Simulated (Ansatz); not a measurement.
Pd (simple cubic, space group No. 221) at seven volumes, DFT-PBEsol in the program Ansatz with PAW potentials, scaled uniformly. One row is withheld.

```csv
V (Å³/atom),P (GPa)
15.363,17.86
15.870,10.74
16.376,4.88
16.883,0.00
17.389,-4.07
17.896,?
18.402,-10.17
```

Task: Fit the shown pressures and predict the withheld one.

Result: Third-order Birch–Murnaghan: P = (3/2)B₀(x^(7/2) − x^(5/2))[1 + (3/4)(B′ − 4)(x − 1)] with x = (V₀/V)^(2/3). Least squares on the six rows gives V₀ = 16.882 Å³/atom, B₀ = 147.9 GPa, B′ = 5.25. At V = 17.896, x = 0.9619 and P = -7.40 GPa. The run itself gave -7.43 GPa.

Space group Pm-3m (simple cubic). The cell is a constructed one: a structure type filled with these elements; neither database checked (COD, Materials Project) lists it. It is not the phase usual at ambient conditions (space group No. 225). The PBEsol relaxation kept the symmetry of its start. At this level the phase is mechanically unstable. The run is not spin-polarised.

Potentials: the earlier of the program's two PAW sets. The files were generated under PBE; for other functionals the program regenerates the frozen cores, and for LDA and PBEsol the local potential too.
